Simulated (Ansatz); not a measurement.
Relaxation of a generated cell, AlNi built in the CuPt structure type; 2 atoms in the cell, which starts as R-3m, hexagonal axes (No. 166), hR2; a = b = 2.678 Å, c = 12.835 Å, α = β = 90.00°, γ = 120.00°. Computed with r2SCAN (plane waves to 500 eV, PAW, scalar-relativistic; Ansatz, a first-principles code). Γ-centred k-mesh 14×14×14 on the run's cell (coarser than for final values), Fermi–Dirac smearing 0.05 eV. This is the first round of the run. Spin-polarised start, with parallel moments on Ni.

The optimiser's lines from the output (shortened; P is positive under compression):

```
relax step   1: F+E_penalty+E_count = -6386.28145465 eV  Δ(F+E_penalty+E_count) = +0.000e0 eV  max|allowed force component| = 1.052e-28 eV/Å  Δτ_max = 0.0000 Å  P = -11.617 GPa  Ω = 26.572 Å³  (23 SCF iters, dr2 threshold 1.00e-7 eV, accepted)
relax step   2: F+E_penalty+E_count = -6386.45493544 eV  Δ(F+E_penalty+E_count) = -1.735e-1 eV  max|allowed force component| = 2.719e-28 eV/Å  Δτ_max = 0.0000 Å  P = -5.657 GPa  Ω = 25.250 Å³  (13 SCF iters, dr2 threshold 2.00e-7 eV, accepted)
relax step   3: F+E_penalty+E_count = -6386.51011107 eV  Δ(F+E_penalty+E_count) = -5.518e-2 eV  max|allowed force component| = 1.320e-28 eV/Å  Δτ_max = 0.0000 Å  P = +1.918 GPa  Ω = 24.134 Å³  (13 SCF iters, dr2 threshold 2.00e-7 eV, accepted)
relax step   4: F+E_penalty+E_count = -6386.51157740 eV  Δ(F+E_penalty+E_count) = -1.466e-3 eV  max|allowed force component| = 2.945e-29 eV/Å  Δτ_max = 0.0000 Å  P = -0.009 GPa  Ω = 24.410 Å³  (12 SCF iters, dr2 threshold 2.00e-7 eV, accepted)
relax step   5: F+E_penalty+E_count = -6386.51161691 eV  Δ(F+E_penalty+E_count) = -3.951e-5 eV  max|allowed force component| = 4.418e-29 eV/Å  Δτ_max = 0.0000 Å  P = -0.001 GPa  Ω = 24.415 Å³  (9 SCF iters, dr2 threshold 2.00e-7 eV, accepted)
relax step   6: F+E_penalty+E_count = -6386.51087089 eV  Δ(F+E_penalty+E_count) = +7.460e-4 eV  max|allowed force component| = 2.314e-29 eV/Å  Δτ_max = 0.0000 Å  P = -0.041 GPa  Ω = 24.415 Å³  stress off target by 5.75e-2 GPa  SCF on the basis re-selected at this cell (its energy is not comparable with the rows above)  (14 SCF iters)
relax step   7: F+E_penalty+E_count = -6386.51087532 eV  Δ(F+E_penalty+E_count) = -4.437e-6 eV  max|allowed force component| = 6.311e-29 eV/Å  Δτ_max = 0.0000 Å  P = -0.000 GPa  Ω = 24.409 Å³  (8 SCF iters, dr2 threshold 8.28e-9 eV, accepted)
relax step   8: F+E_penalty+E_count = -6386.51087197 eV  Δ(F+E_penalty+E_count) = +3.349e-6 eV  max|allowed force component| = 4.628e-29 eV/Å  Δτ_max = 0.0000 Å  P = -0.001 GPa  Ω = 24.409 Å³  stress off target by 8.42e-4 GPa  SCF on the basis re-selected at this cell (its energy is not comparable with the rows above)  (13 SCF iters)
```

From the first to the last row the energy changes by -0.11 eV/atom and the volume by -8.1 %. The last row is marked as not comparable with the walk above it, whose basis was carried along; it does compare with step 1, since both stand on a basis selected at the nominal cutoff for their own cell.

Later rounds, restarted from the end of this one on a renewed k-mesh, logged 3 more steps and released under 0.01 eV/atom more. The final structure after all rounds: R-3m, hexagonal axes (No. 166), hR2, AFLOW prototype AB_hR2_166_a_b (L1_1, as in CuPt); a = b = 2.696 Å, c = 11.630 Å, α = β = 90.00°, γ = 120.00°. Between re-selections the logged energies stand on a plane-wave basis carried along with the cell. No spin polarisation in the result: the starting moments vanished. A magnetic state may lie lower.

The run could not lose the symmetry of its start; a randomly shaken copy of 4 atoms returns to this structure.

All atoms sit on sites fixed by symmetry, so only the cell could relax.

The relaxed structure here is a generated cell of AlNi: the first start was made by placing the elements on the sites of a structure type, and the end was not matched to a known phase here, so it may be hypothetical. Known forms of AlNi include space group No. 221.
